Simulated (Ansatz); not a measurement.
Ge₃N₄:
```cif
data_Ge24N32
_chemical_formula_sum 'Ge24 N32'
_space_group_name_H-M_alt 'Fd-3m :1'
_space_group_IT_number 227
_space_group_name_Hall 'F 4d 2 3 -1d'
_cell_length_a 8.23124
_cell_length_b 8.23124
_cell_length_c 8.23124
_cell_angle_alpha 90.000
_cell_angle_beta 90.000
_cell_angle_gamma 90.000
loop_
_atom_site_label
_atom_site_type_symbol
_atom_site_symmetry_multiplicity
_atom_site_Wyckoff_symbol
_atom_site_fract_x
_atom_site_fract_y
_atom_site_fract_z
_atom_site_occupancy
Ge1 Ge 16 c 0.12500 0.12500 0.12500 1
Ge2 Ge 8 b 0.50000 0.50000 0.50000 1
N1 N 32 e 0.36688 0.36688 0.36688 1
```
(The calculation used a cell of 14 atoms; values per cell refer to that cell.)

Relaxed with PBEsol. Independent-particle spectrum: no excitons, no local fields, no scissors shift; 0.1 eV broadening; ε₁ of the summed bands alone.

### Question
Tabulate the dielectric function from DFT-PBEsol in the program Ansatz with PAW potentials.

### Answer


```tsv
E (eV)	ε₁ xx	ε₂ xx
0.0	6.98	0.00
0.5	7.01	0.00
1.0	7.13	0.00
1.5	7.33	0.00
2.0	7.68	0.00
2.5	8.37	0.07
3.0	8.89	0.96
3.5	9.19	1.38
4.0	9.95	2.10
4.5	10.51	3.38
5.0	10.35	5.06
5.5	9.88	6.65
6.0	9.37	7.80
6.5	8.46	10.07
7.0	5.94	10.47
7.5	3.48	10.83
8.0	2.13	10.77
8.5	-0.21	9.33
9.0	-1.62	7.82
9.5	-1.03	6.83
10.0	-1.48	5.89
10.5	-1.40	4.77
11.0	-0.07	4.59
11.5	-1.76	5.54
12.0	-1.32	4.57
```

### Question
From ε at 4.1 eV (xx: 10.05 + 2.35i), find n, k, the normal reflectivity and the absorption coefficient.

### Answer
n = 3.19, k = 0.368, R = 28 %, α = 2kE/ħc = 150000 cm⁻¹.

With all bands, ε∞ without local fields is 7.13.

The cell was relaxed with PBEsol under the symmetry of its start. Scalar-relativistic: spin–orbit coupling is off unless named, which matters more the heavier the elements.

Potentials: the later of the program's two PAW sets.
